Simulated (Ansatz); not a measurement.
# What internal relaxation does to the elastic constants of Al₂Ru

Level of theory: DFT LDA, scalar-relativistic, plane waves, PAW in Ansatz 0.2.0. Cutoff 420 eV, 10×10×10 k-points (Γ-centred), Gaussian smearing of 0.01 eV. No spin polarisation.

The cell, relaxed at this level:
```
Al Ru
1.0
     0.00000    3.95797    4.35080
     2.33227    0.00000    4.35080
     2.33227    3.95797    0.00000
Al Ru
4 2
Direct
  0.07886 0.42114 0.07886
  0.42114 0.07886 0.42114
  0.17114 0.82886 0.17114
  0.82886 0.17114 0.82886
  0.75000 0.75000 0.75000
  0.50000 0.50000 0.50000
```

Clamped-ion constants (GPa, Voigt order; atoms follow the strain homogeneously):
```
392.2  81.0 109.5   0.0   0.0   0.0
 81.0 348.7  93.8   0.0   0.0   0.0
109.5  93.8 408.2   0.0   0.0   0.0
  0.0   0.0   0.0 106.9   0.0   0.0
  0.0   0.0   0.0   0.0 164.8   0.0
  0.0   0.0   0.0   0.0   0.0 125.2
```

What are the constants once the atoms relax in each strained cell?

Answers

```
370.9  80.2 115.3   0.0   0.0   0.0
 80.2 348.6  94.0   0.0   0.0   0.0
115.3  94.0 406.7   0.0   0.0   0.0
  0.0   0.0   0.0  75.4   0.0   0.0
  0.0   0.0   0.0   0.0 127.9   0.0
  0.0   0.0   0.0   0.0   0.0 106.2
```
The Voigt shear modulus goes from 137.0 to 117.7 GPa and the Voigt bulk modulus from 190.9 to 189.5 GPa. Relaxation subtracts ΛᵀK⁻¹Λ/V, with Λ the forces that a strain puts on the atoms and K the zone-centre force constants. At a stable cell this can only lower the diagonal constants, and it acts only for strains that share their symmetry with an optical mode; elsewhere, and where the coupling is weak, the constants hardly move.